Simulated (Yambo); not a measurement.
A BSE run in Yambo for KPSO3H2 (space group Cm, No. 8) (PBEsol bands; 4×4×4 mesh, 10 valence and 14 conduction bands, static screening with 64 bands and a 3 Ry block, scissor 2.71 eV, Tamm-Dancoff; field along x) gives:

```json
[
 {"state": "1", "energy (eV)": "5.95", "states within 2 meV": "1", "relative strength": "0.40", "class": "strong"},
 {"state": "2", "energy (eV)": "6.07", "states within 2 meV": "1", "relative strength": "< 0.01", "class": "dark"},
 {"state": "3", "energy (eV)": "6.13", "states within 2 meV": "1", "relative strength": "< 0.01", "class": "dark"},
 {"state": "4", "energy (eV)": "6.36", "states within 2 meV": "1", "relative strength": "0.51", "class": "strong"},
 {"state": "5", "energy (eV)": "6.45", "states within 2 meV": "1", "relative strength": "< 0.01", "class": "dark"}
]
```

Axes are Cartesian, with cell vectors (Å) (3.29, -3.19, 0.00), (3.29, 3.19, 0.00), (-1.89, 0.00, 5.71).

### Question
What changes when the window shrinks to 7 valence and 6 conduction bands?

### Answer
The lowest state goes from 5.952 eV to 6.017 eV, and its distance below the direct gap from 1.215 eV to 1.150 eV. These are vertical excitations (zero momentum). The scissor comes from a G0W0 run whose convergence isn't established.

Geometry of the Materials Project entry, not relaxed at this level; primitive cell a = b = 4.5821 Å, c = 6.0170 Å, α = β = 103.05°, γ = 88.15°.
